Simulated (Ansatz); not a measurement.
Li3LaBi2:
```
CELL_PARAMETERS angstrom
      4.73226     0.00000     0.00000
     -2.36613     4.09826     0.00000
      0.00000     0.00000     7.60376
ATOMIC_POSITIONS crystal
  Li 0.66667 0.33333 0.35835
  Li 0.33333 0.66667 0.64165
  Li 0.00000 0.00000 0.50000
  La 0.00000 0.00000 0.00000
  Bi 0.66667 0.33333 0.74355
  Bi 0.33333 0.66667 0.25645
```

Relaxed with r²SCAN. Independent-particle spectrum: no excitons, no local fields, no scissors shift; 0.1 eV broadening; ε₁ of the summed bands alone.

**Question.** Tabulate the dielectric function from the program Ansatz at the r²SCAN level (PAW).

**Answer.** 

```
E (eV)  ε₁ xx  ε₂ xx  ε₁ zz  ε₂ zz
------  -----  -----  -----  -----
0.0     14.48   0.00  14.77   0.00
0.5     15.19   0.00  15.64   0.00
1.0     19.12   0.50  21.98   1.95
1.5     21.03   9.41  14.44  13.35
2.0     12.37  18.54  11.84  10.15
2.5      8.75  14.14  10.35  11.42
3.0      4.50  13.08  10.36  13.23
3.5      3.75  13.01   7.08  16.80
4.0     -0.28  11.44  -0.40  16.91
4.5     -0.74  10.07  -2.80  11.95
5.0     -2.56  10.37  -6.52   8.56
5.5     -3.87   7.68  -5.60   5.32
6.0     -3.65   5.26  -3.68   3.69
6.5     -3.41   3.80  -3.10   2.79
7.0     -2.94   3.11  -2.31   2.31
7.5     -2.34   2.52  -1.83   2.13
8.0     -2.04   1.90  -1.86   1.64
8.5     -1.81   1.57  -1.25   1.41
9.0     -1.43   1.12  -1.03   1.32
9.5     -1.14   1.01  -0.97   1.11
10.0    -0.89   0.83  -0.83   1.03
10.5    -0.72   0.69  -0.57   0.76
11.0    -0.47   0.56  -0.23   0.82
11.5    -0.26   0.54  -0.37   0.88
12.0    -0.21   0.55  -0.35   0.68
```

**Question.** From ε at 3.0 eV (xx: 4.50 + 13.08i), find n, k, the normal reflectivity and the absorption coefficient.

**Answer.** n = 3.03, k = 2.160, R = 42 %, α = 2kE/ħc = 660000 cm⁻¹.

With all bands, ε∞ without local fields is 14.6 (xx = yy), 14.9 (zz).

Space group P-3m1. The first step of the workflow began from a Materials Project structure, measured or hypothetical; the Crystallography Open Database files this formula in space group No. 164, but the cells were not matched. Its standing as an ambient phase is unchecked. Symmetry was held in the r²SCAN relaxation; its stability against distortions is not shown here. Scalar-relativistic: spin–orbit coupling is off unless named, which matters more the heavier the elements.

Potentials: the later of the program's two PAW sets.
